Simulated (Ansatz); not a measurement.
Below is a relaxed structure of Al3VN4. The cell was found from a structure generator's guess, not taken from experiment.

All numbers below come from Ansatz 0.2.0, DFT PBE, scalar-relativistic, plane waves, PAW. Cutoff 420 eV, Γ-centred mesh, Gaussian smearing, collinear spin.

```
CELL_PARAMETERS angstrom
4.10505 0.00000 0.00000
0.00000 4.10505 0.00000
0.00000 0.00000 4.10505
ATOMIC_POSITIONS crystal
Al 0.50000 0.00000 0.00000
Al 0.00000 0.00000 0.50000
Al 0.00000 0.50000 0.00000
V 0.50000 0.50000 0.50000
N 0.00000 0.50000 0.50000
N 0.50000 0.50000 0.00000
N 0.00000 0.00000 0.00000
N 0.50000 0.00000 0.50000
```

Energies over the elements count from the elements' standard structures at the same level (N₂ as a molecule), with no fitted energy shifts.

(1) Find its symmetry and describe it.

(2) How far does it lie from the elements in energy?

(3) Is it a metal?

(4) Which magnetic moments does it keep?

Answers

(1) Pm-3m (No. 221), with Al and V ordered on rock salt sites. Conventional cell: a = 4.105 Å. Al has 6 N at 2.05 Å, 4 V at 2.90 Å and 8 Al at 2.90 Å; V is surrounded by 6 N at 2.05 Å and 12 Al at 2.90 Å; N on a site of symmetry 4/mmm has 2 V at 2.05 Å and 4 Al at 2.05 Å; around N on a site of symmetry m-3m lie 6 Al at 2.05 Å.

(2) −1.02 eV/atom.

(3) Yes, bands cross the Fermi level on the 10×10×10 mesh.

(4) 0.18 μB per atom net, the space between the atoms included; by site: V 1.0 μB.

The last run used collinear spin, a 10×10×10 mesh for its 8-atom cell and Gaussian smearing of 0.10 eV. Another magnetic order may lie lower. A structure relaxed within its symmetry needn't be a true minimum. Another cell of Al3VN4 relaxed alike, in P4/mmm, lies 46 meV/atom lower, so this cell isn't the stable form at this level.
